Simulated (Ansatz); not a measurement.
SiO$_{2}$ in space group P3_221 (No. 154; Si on 3a, O on 6c), plane-wave PAW PBE (Ansatz code), all energies at zero smearing, with the estimated change up to a 700 eV cutoff added, with one set of potentials and settings (totals compare only within such a set). Cell of 9 atoms (3 Si, 6 O): -5322.294 eV.

```tsv
element	reference phase	E (eV/atom)
Si	Fd-3m, 2 atoms in the cell	-635.8114
O	C2/m, 4 atoms in the cell, spin-polarised	-565.0042
```

Formation energy per atom, worked out: (-5322.294 − 3×(-635.8114) − 6×(-565.0042))/9 = -2.759 eV/atom (-266 kJ per mol of atoms), at 0 K, without zero-point energy or fitted corrections.

Symmetry was held in the PBE relaxation. The references are the lowest solids computed at this level, not always the standard phases (solids in place of the gases).

Potentials: the earlier of the program's two PAW sets.
